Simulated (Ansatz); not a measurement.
Ge:
```yaml
crystal:
  lattice:
    - [5.92923, 0.00000, 0.00000]
    - [0.00000, 5.92923, 0.00000]
    - [0.00000, 0.00000, 6.95479]
  atoms:
    - { symbol: Ge, position: [0.08856, 0.08856, 0.00000] }
    - { symbol: Ge, position: [0.41144, 0.58856, 0.75000] }
    - { symbol: Ge, position: [0.91144, 0.91144, 0.50000] }
    - { symbol: Ge, position: [0.58856, 0.41144, 0.25000] }
    - { symbol: Ge, position: [0.17208, 0.36941, 0.25747] }
    - { symbol: Ge, position: [0.13059, 0.67208, 0.00747] }
    - { symbol: Ge, position: [0.82792, 0.63059, 0.75747] }
    - { symbol: Ge, position: [0.86941, 0.32792, 0.50747] }
    - { symbol: Ge, position: [0.67208, 0.13059, 0.99253] }
    - { symbol: Ge, position: [0.63059, 0.82792, 0.24253] }
    - { symbol: Ge, position: [0.32792, 0.86941, 0.49253] }
    - { symbol: Ge, position: [0.36941, 0.17208, 0.74253] }
```

Relaxed with PBEsol. Special points in fractions of this cell's reciprocal vectors: Γ (0.000, 0.000, 0.000); X (0.000, 0.500, 0.000); M (0.500, 0.500, 0.000); Z (0.000, 0.000, 0.500); R (0.000, 0.500, 0.500); A (0.500, 0.500, 0.500).

Task: List the band energies nearest the valence-band maximum at these points for PBEsol (plane waves, PAW; program Ansatz).

Result: In eV from the valence-band maximum; about four levels below and three above (degenerate sets whole), none deeper than 8.9 eV; points with the same levels are listed once.

```json
[
 {"k": "Γ", "below": "-1.08 -1.03 -1.03 -0.23", "above": "1.38 1.61 1.61"},
 {"k": "X", "below": "-0.59 -0.59 -0.11 -0.11", "above": "1.15 1.15 2.19 2.19"},
 {"k": "M", "below": "-0.34 -0.34 -0.09 -0.09", "above": "1.13 1.13 1.54 1.54"},
 {"k": "Z", "below": "-1.22 -1.22 -0.76 -0.76", "above": "0.76 0.76 1.42 1.42"},
 {"k": "R", "below": "-0.83 -0.83 -0.56 -0.56", "above": "0.68 0.68 1.23 1.23"},
 {"k": "A", "below": "-1.05 -1.05 -1.05 -1.05", "above": "1.14 1.14 1.14 1.14"}
]
```

Space group P4_32_12. The workflow started from a Materials Project entry (that database holds measured and hypothetical structures alike); the Crystallography Open Database files this formula in space group No. 96, but the cells were not matched. It is not the phase usual at ambient conditions (space group No. 227). The cell was relaxed with PBEsol under the symmetry of its start; phonons on a q-mesh show no instability. Spin–orbit coupling is left out wherever it is not named.

Potentials: the later of the program's two PAW sets.
